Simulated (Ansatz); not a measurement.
## Fields on a plane of CoSi2 (fluorite type, space group Fm-3m)

```
CELL_PARAMETERS angstrom
      0.00000     2.68017     2.68017
      2.68017     0.00000     2.68017
      2.68017     2.68017     0.00000
ATOMIC_POSITIONS crystal
  Co 0.00000 0.00000 0.00000
  Si 0.25000 0.25000 0.25000
  Si 0.75000 0.75000 0.75000
```

The slice is a {100} plane (indices of the conventional cell) through the point (0.250, 0.250, 0.250) (fractional), spanned by u = [100] and v = [0 1 -1] in vectors of this cell: u (3.79 Å) and v (3.79 Å, at 90° to u). It covers one period; positions are fractions (u, v).

Atoms on it: Si at (0.00, 0.00); Si at (0.50, 0.50).

Level of theory: PBE (plane waves to 420 eV, PAW, scalar-relativistic; Ansatz, a quantum-chemistry and plane-wave program). k mesh 15×15×15. Inside the PAW spheres the values are not all-electron values, and peaks at nuclei hang on which shells count as valence. CoSi2 is run without spin polarisation. CoSi2 was relaxed with its symmetry unable to fall. The PAW data are Ansatz's earlier set.

```
|xxxxxxxx++%%@@%%++--..      ..--++%%@@%%++xxxxxx|
|xxxxxx--**%%@@%%++--::......::--++%%@@%%**--xxxx|
|xxxx--++%%@@@@%%**==----------==**%%@@@@%%++--xx|
|==++**%%@@@@@@%%##**++++++++++**##%%@@@@@@%%**++|
|##%%%%@@@@@@@@%%%%%%%%%%%%%%%%%%%%%%@@@@@@@@%%%%|
|@@@@@@@@@@@@@@@@@@@@@@@@@@@@@@@@@@@@@@@@@@@@@@@@|
|%%%%%%%%%%%%@@@@@@@@%%%%##%%%%@@@@@@@@%%%%%%%%%%|
|++++++**##%%@@@@@@%%**++==++**%%@@@@@@%%##**++++|
|------==**%%@@@@%%++--xxxxxx--++%%@@@@%%**==----|
|....::--++%%@@%%**--xxxxxxxxxx--**%%@@%%++--::..|
|    ..--++%%@@%%++xxxxxxxxxxxxxx++%%@@%%++--..  |
|    ..--++%%@@##==xxxxxxxxxxxxxx==##@@%%++--..  |
|    ..--++%%@@%%++xxxxxxxxxxxxxx++%%@@%%++--..  |
|....::--++%%@@%%**--xxxxxxxxxx--**%%@@%%++--::..|
|------==**%%@@@@%%++--xxxxxx--++%%@@@@%%**==----|
|++++++**##%%@@@@@@%%**++==++**%%@@@@@@%%##**++++|
|%%%%%%%%%%%%@@@@@@@@%%%%##%%%%@@@@@@@@%%%%%%%%%%|
|@@@@@@@@@@@@@@@@@@@@@@@@@@@@@@@@@@@@@@@@@@@@@@@@|
|##%%%%@@@@@@@@%%%%%%%%%%%%%%%%%%%%%%@@@@@@@@%%%%|
|==++**%%@@@@@@%%##**++++++++++**##%%@@@@@@%%**++|
|xxxx--++%%@@@@%%**==----------==**%%@@@@%%++--xx|
|xxxxxx--**%%@@%%++--::......::--++%%@@%%**--xxxx|
|xxxxxxxx++%%@@%%++--..      ..--++%%@@%%++xxxxxx|
|xxxxxxxx==##@@%%++--..      ..--++%%@@##==xxxxxx|
```
Scale: ten equal steps from 0.27 (start of ' ') to 0.69 (end of '@'), in the order ' .:-=+*#%@'. Values: electron localisation function (ELF). The map has 24 points along u (two characters each, u = 0 at the left) and 24 along v (v = 0 in the bottom row). Points within 0.5 Å of a nucleus are blanked (x), as the pseudised field means little there.

```tsv
v \ u	0.00	0.12	0.25	0.38	0.50	0.62	0.75	0.88
0.88	x	x	3.2	8.5	8.7	8.5	3.2	x
0.75	x	3.1	6.6	3.1	x	3.1	6.6	3.1
0.62	8.7	8.5	3.2	x	x	x	3.2	8.5
0.50	9.6	8.7	x	x	x	x	x	8.7
0.38	8.7	8.5	3.2	x	x	x	3.2	8.5
0.25	x	3.1	6.6	3.1	x	3.1	6.6	3.1
0.12	x	x	3.2	8.5	8.7	8.5	3.2	x
0.00	x	x	x	8.7	9.6	8.7	x	x
```

Values: electrostatic potential energy of an electron, from the cell's mean, in eV. Points within 1 Å of a nucleus are blanked (x), as the pseudised field means little there. The zero, the cell's mean, hangs on the PAW cores.
